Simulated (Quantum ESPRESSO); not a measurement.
## Ga4N3As (a curve over one atom's position)

Computed values, not a measurement. The program is pw.x of Quantum ESPRESSO 7.5 (plane-wave density functional theory). The cell is made up: 8 atoms on a wurtzite lattice, with randomly drawn elements, strain and displacements, not relaxed. PseudoDojo standard norm-conserving files (v0.5 for PBE, v0.4.1 for LDA and PBEsol) set the functional; there is no spin polarisation, spin-orbit coupling or dispersion term, and the masses in the input are unused placeholders.

Seven runs move atom 8 (N, counted in the order of the input) along x and keep all else fixed.

Input of the run at -0.0406:

```
&control calculation='scf', pseudo_dir='./dojo.nc.sr.pbe.v0_5.standard.upf', outdir='./o', disk_io='medium', tprnfor=.true., tstress=.true. /
&system ibrav=0, nat=8, ntyp=3, nbnd=47, ecutwfc=84.00895049, nosym=.true., tot_charge=0,
 occupations='smearing', smearing='fd', degauss=0.0018374661
/
&electrons conv_thr=7.350e-09, electron_maxstep=60, /
ATOMIC_SPECIES
As 1.0 As.upf
Ga 1.0 Ga.upf
N 1.0 N.upf
CELL_PARAMETERS angstrom
3.3358 -0.009 0.059
-0.0157 5.8219 0.0221
0.0963 0.0208 5.4528
ATOMIC_POSITIONS angstrom
Ga -0.0163 -0.032 -0.011
Ga 1.6366 2.8862 0.022
Ga 1.7447 0.9883 2.7931
Ga 0.0551 3.9932 2.7267
N 0.1112 -0.0809 1.9838
N 1.6584 2.8915 2.02
As 1.7565 0.9845 4.8418
N -0.0073 3.9098 4.7927
K_POINTS automatic
5 4 4 1 1 1
```

| shift of atom 8 along x (Å) | free energy less that of the input shown (eV) | Fx on atom 8 (eV/Å) | Fy on atom 8 (eV/Å) | Fz on atom 8 (eV/Å) | pressure (GPa) | next band up at Gamma (eV) | iterations |
| --- | --- | --- | --- | --- | --- | --- | --- |
| -0.1172 | 0.0805 | 1.435 | 0.359 | -0.560 | 22.48 | 0.951 | 12 |
| -0.0406 | 0.0000 | 0.680 | 0.072 | -0.383 | 22.13 | 0.939 | 12 |
| +0.0607 | -0.0215 | -0.248 | -0.030 | -0.314 | 21.99 | 0.935 | 12 |
| +0.0843 | -0.0131 | -0.460 | -0.010 | -0.325 | 22.00 | 0.936 | 12 |
| +0.1133 | 0.0040 | -0.723 | 0.037 | -0.351 | 22.04 | 0.938 | 12 |
| +0.1399 | 0.0265 | -0.966 | 0.103 | -0.389 | 22.10 | 0.940 | 12 |

Question: one run is left out of the table, at -0.0684. Estimate its Fx on atom 8 (eV/Å).

Answer: 0.946. The whole row:

```
shift of atom 8 along x (Å)  free energy less that of the input shown (eV)  Fx on atom 8 (eV/Å)  Fy on atom 8 (eV/Å)  Fz on atom 8 (eV/Å)  pressure (GPa)  next band up at Gamma (eV)  iterations
                    -0.0684                                         0.0226                0.946                0.154               -0.434           22.24                       0.943          12
```

A cubic fit gives dFx/dx = -9.17 eV/Å² at zero shift. Across the table the free energy follows the integral of the force to within 0.1 meV. A rerun of one of the cells at 1437 eV and a 7 x 6 x 6 mesh moved values by no more than 0.020 eV in energy, 0.20 GPa in stress and 0.005 eV/Å in force. The band column is the level of band 42 at Gamma less that of band 41, whose number is half the electron count, rounded up; it comes from a band step after each run.